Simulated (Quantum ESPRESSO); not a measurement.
MgTe has the cubic space group F-43m (No. 216), the zinc blende structure, Pearson symbol cF8. Lattice parameters: a = b = c = 6.4386 Å, α = β = γ = 90.00°. Mg on 4a has 4 Te at 2.788 Å (tetrahedral). Te on 4d is coordinated by 4 Mg at 2.788 Å (tetrahedral). (Neighbours: up to the widest gap in distance over summed covalent radii, below 1.35, at either atom; cation-cation contacts left out.)
(The calculation used a cell of 2 atoms; values per cell refer to that cell.)

Cell and atoms were relaxed with PBEsol from Materials Project entry mp-13033, within its symmetry.

Task: What does PBEsol (pw.x of Quantum ESPRESSO, ONCV potentials, with spin-orbit coupling) give for the electronic structure near the Fermi level?

Result: The PBEsol gap is direct, 2.07 eV at Γ. 

This is not the ordinary phase of the substance; no match was found in the copy of COD used, and its stability was not checked.
